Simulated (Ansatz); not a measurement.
WS2: ³³S nuclear quadrupole resonance

Cell: a structure deposited in the COD, its atoms then relaxed with PBE in this cell.

```cif
data_WS2
_symmetry_space_group_name_H-M 'P6_3/mmc'
_symmetry_Int_Tables_number 194
_cell_length_a 3.1800
_cell_length_b 3.1800
_cell_length_c 12.5000
_cell_angle_alpha 90.000
_cell_angle_beta 90.000
_cell_angle_gamma 120.000
loop_
_atom_site_label
_atom_site_type_symbol
_atom_site_symmetry_multiplicity
_atom_site_Wyckoff_symbol
_atom_site_fract_x
_atom_site_fract_y
_atom_site_fract_z
W W 2 c 0.3333 0.6667 0.2500
S S 4 f 0.3333 0.6667 0.6245
```

One atom of each set is listed.

All values are calculated (Ansatz; DFT, r2SCAN, plane waves and PAW, scalar-relativistic, collinear spin, 500 eV cutoff, Γ-centred 11×11×3 k-points, Fermi–Dirac smearing 0.02 eV), not measured. Start moments as typed (μB): 2 on each W, none on the rest.

³³S: I = 3/2, Q = -69.40 mb (year-2017 value). Static lattice, zero field.

Q: At which frequencies do the ³³S NQR lines lie?

A: For I = 3/2 there is one line, ν = (|C_Q|/2)(1 + η²/3)^½.

```tsv
site	atoms	V_zz (10²¹ V/m²)	C_Q (MHz)	η	line frequencies (MHz)
S	4	-4.63	7.77	0.00	3.89
```

An axis of threefold or higher order runs through S, so V_zz lies along it and η is zero.

The program didn't check the stability of this electronic state in full, so a lower one may lie near. Without spin–orbit coupling the gradients at and beside W can be off by some per cent, at some sites by more. The start moments die out, and the run ends without spin.

The run took 24 s of wall time (83 s of CPU time) and 0.89 GiB at its peak, on 4 threads of AMD EPYC 7R43 64-Core Processor (Zen 3) (x86_64; 48 cores open to the job, memory cap 10.0 GiB, no GPU), a shared host with a load of 1.0 a core.
